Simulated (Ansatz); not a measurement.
Values for one crystal, relaxed and computed with r²SCAN (plane waves, PAW; program Ansatz); other levels are named.

```yaml
volume_per_atom: 29.59 Å³
electronic_character: metallic (no gap)
Bulk modulus (Birch–Murnaghan fit): 37.5 GPa
Density of states at the Fermi level: 2.3 states/eV per atom (mean over ±0.08 eV)
Pressure derivative B′: 2.4
Gap with spin–orbit coupling: none (metallic)
```

Task: Pick the material that matches.
A) V, diamond
B) Y, diamond
C) Zr, diamond
D) Zn, diamond

Result: C, Zr, diamond

Space group Fd-3m (diamond). The start of the workflow was typed in or built on a structure type; neither database checked (COD, Materials Project) lists it. It is not the phase usual at ambient conditions (space group No. 194). The r²SCAN relaxation kept the symmetry of its start; its stability against distortions is not shown here. The run is not spin-polarised. The volume moved by -20 % from the start of the relaxation. Scalar-relativistic: spin–orbit coupling is off unless named, which matters more the heavier the elements.

Potentials: the earlier of the program's two PAW sets.
